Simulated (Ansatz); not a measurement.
Li:
```
CELL_PARAMETERS angstrom
      7.78025    -2.91805     0.00000
      7.78025     2.91805     0.00000
      0.00000     0.00000     5.57983
ATOMIC_POSITIONS crystal
  Li 0.25003 0.74997 0.49993
  Li 0.74997 0.25003 0.50007
  Li 0.24997 0.75003 0.99993
  Li 0.75003 0.24997 0.00007
  Li 0.57128 0.75009 0.74999
  Li 0.42872 0.24991 0.25001
  Li 0.92872 0.74991 0.24999
  Li 0.07128 0.25009 0.75001
  Li 0.75009 0.57128 0.25001
  Li 0.24991 0.42872 0.74999
  Li 0.74991 0.92872 0.75001
  Li 0.25009 0.07128 0.24999
```

Relaxed with r²SCAN.

Problem. Map the electron localisation function on the plane through (0.250, 0.750, 0.500) spanned by u = [0, 0, 1] and v = [1, -1, 0] in lattice vectors, from r²SCAN (plane waves, PAW; program Ansatz).

Solution. x is the fraction of u, y of v (the angle between them is 90°; rows are the nearest grid lines); atoms in the plane: Li at (0.00, 0.00), Li at (0.00, 0.50), Li at (0.50, 1.00), Li at (0.50, 0.50).
```
|@@@.  :-:  .@@@@@.  :-:  .@@@|
|@@%   :-:  .%@@@%.  :-:   %@@|
|.    :=+=:    .    :=+=:    .|
|    :=+++=:       :=+++=:    |
|  .:=+***+=:.   .:=+***+=:.  |
|--=++*****++=---=++*****++=--|
|===+*******+=====+*******+===|
|..:=+*****+=:...:=+*****+=:..|
|   .-++*++-.     .-+***+-.   |
|    .-+++-.       .-+++-.    |
|@@*   -=-   *@@@*   -=-   *@@|
|@@@.  :-:  .@@@@@.  :-:  .@@@|
|@@@.  :-:  .@@@@@.  :-:  .@@@|
|@@*   -=-   *@@@*   -=-   *@@|
|    .-+++-.       .-+++-.    |
|   .-+***+-.     .-++*++-.   |
|..:=+*****+=:...:=+*****+=:..|
|===+*******+=====+*******+===|
|--=++*****++=---=++*****++=--|
|  .:=+***+=:.   .:=+***+=:.  |
|    :=+++=:       :=+++=:    |
|.    :=+=:    .    :=+=:    .|
|@@%   :-:  .%@@@%.  :-:   %@@|
|@@@.  :-:  .@@@@@.  :-:  .@@@|
```
Scale: ten equal steps from 0.013 (start of ' ') to 0.999 (end of '@'), in the order ' .:-=+*#%@'; x runs from 0.000 to 1.00, y from 0.000 (bottom) to 1.00 (top).

The density is the valence pseudo-density with augmentation charge, so density and ELF within about 1 Å of a nucleus are not all-electron values.

Space group Pmma. The workflow started from a Materials Project entry (that database holds measured and hypothetical structures alike); the Crystallography Open Database copy checked does not list it. It is not the phase usual at ambient conditions (space group No. 229). Symmetry was held in the r²SCAN relaxation; its stability against distortions is not shown here.

Potentials: the later of the program's two PAW sets.
